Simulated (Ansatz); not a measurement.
All numbers below come from DFT PBE, scalar-relativistic, plane waves, PAW in Ansatz. Settings: cutoff 420 eV, Γ-centred meshes spaced at most about 0.3 Å⁻¹, and about 0.25 Å⁻¹ or finer for metals (2π included), Gaussian smearing. No spin polarisation in the final relaxations.

Each of these unrelaxed guesses is relaxed in cell and atoms within its symmetry. A guess keeps its type if space group and coordination stay and the shape of the cell changes little (axis ratios within about 15 %, angles within 6°); the volume may change.

1. Si4P

```cif
data_structure
_symmetry_space_group_name_H-M 'P-6m2'
_symmetry_Int_Tables_number 187
_cell_length_a 3.8586
_cell_length_b 3.8586
_cell_length_c 6.3858
_cell_angle_alpha 90.000
_cell_angle_beta 90.000
_cell_angle_gamma 120.000
_cell_volume 82.34
loop_
_atom_site_label
_atom_site_type_symbol
_atom_site_symmetry_multiplicity
_atom_site_Wyckoff_symbol
_atom_site_fract_x
_atom_site_fract_y
_atom_site_fract_z
_atom_site_occupancy
Si1 Si 2 h 0.33333 0.66667 0.71878 1
Si2 Si 1 d 0.33333 0.66667 0.50000 1
Si3 Si 1 c 0.33333 0.66667 0.00000 1
P1 P 1 f 0.66667 0.33333 0.50000 1
```

2. HfS4

```cif
data_structure
_symmetry_space_group_name_H-M 'F-43m'
_symmetry_Int_Tables_number 216
_cell_length_a 7.8283
_cell_length_b 7.8283
_cell_length_c 7.8283
_cell_angle_alpha 90.000
_cell_angle_beta 90.000
_cell_angle_gamma 90.000
_cell_volume 479.73
loop_
_atom_site_label
_atom_site_type_symbol
_atom_site_symmetry_multiplicity
_atom_site_Wyckoff_symbol
_atom_site_fract_x
_atom_site_fract_y
_atom_site_fract_z
_atom_site_occupancy
Hf1 Hf 4 b 0.50000 0.00000 0.00000 1
S1 S 16 e 0.12445 0.37555 0.62445 1
```

3. SrCl

```cif
data_structure
_symmetry_space_group_name_H-M 'Fm-3m'
_symmetry_Int_Tables_number 225
_cell_length_a 6.1096
_cell_length_b 6.1096
_cell_length_c 6.1096
_cell_angle_alpha 90.000
_cell_angle_beta 90.000
_cell_angle_gamma 90.000
_cell_volume 228.05
loop_
_atom_site_label
_atom_site_type_symbol
_atom_site_symmetry_multiplicity
_atom_site_Wyckoff_symbol
_atom_site_fract_x
_atom_site_fract_y
_atom_site_fract_z
_atom_site_occupancy
Sr1 Sr 4 b 0.50000 0.00000 0.00000 1
Cl1 Cl 4 a 0.00000 0.00000 0.00000 1
```

4. Ge2As3

```cif
data_structure
_symmetry_space_group_name_H-M 'P6/mmm'
_symmetry_Int_Tables_number 191
_cell_length_a 4.2582
_cell_length_b 4.2582
_cell_length_c 8.2819
_cell_angle_alpha 90.000
_cell_angle_beta 90.000
_cell_angle_gamma 120.000
_cell_volume 130.05
loop_
_atom_site_label
_atom_site_type_symbol
_atom_site_symmetry_multiplicity
_atom_site_Wyckoff_symbol
_atom_site_fract_x
_atom_site_fract_y
_atom_site_fract_z
_atom_site_occupancy
Ge1 Ge 2 e 0.00000 0.00000 0.25547 1
As1 As 2 c 0.33333 0.66667 0.00000 1
As2 As 1 b 0.00000 0.00000 0.50000 1
```

Question: Which guesses survive the relaxation?

Answer: Guesses 2, 3 and 4 keep their type. Symmetry leaves only the cell edge free in guess 3, so these can't change.

```tsv
guess	kept	start group	end group	V start (Å³/atom)	V end	b/a and c/a, end over start	nearest neighbours start	nearest neighbours end
1	no	P-6m2	P-6m2	16.5	23.0	1.00, 1.62	P 3, Si 1/2	P 3, Si 2/3
2	yes	F-43m	F-43m	24.0	19.7	1.00, 1.00	Hf 12, S 6	Hf 12, S 6
3	yes	Fm-3m	Fm-3m	28.5	29.1	1.00, 1.00	Cl 6, Sr 6	Cl 6, Sr 6
4	yes	P6/mmm	P6/mmm	26.0	28.7	1.00, 0.88	As 2/3, Ge 1	As 2/3, Ge 1
```

Neighbours count within 15 % of an atom's shortest distance; end groups are read at 0.02 Å (0.05 Å in metals).

No dispersion correction is applied, so the spacing and binding between layers, chains or molecules are poorly described (Ge2As3 P6/mmm). These runs have no spin–orbit coupling, which can matter for Hf. In SrCl Fm-3m, Ge2As3 P6/mmm an odd number of electrons in the primitive cell allows no gap without spin; a larger cell or a magnetic state could open one. A magnetic state wasn't ruled out in cells without spin, among them Si4P P-6m2, SrCl Fm-3m, Ge2As3 P6/mmm. Cells relaxed within their symmetry can be saddle points; a later kick test found a lower structure for Si4P P-6m2.

In counts of neighbours, a slash parts the counts of unlike sites.
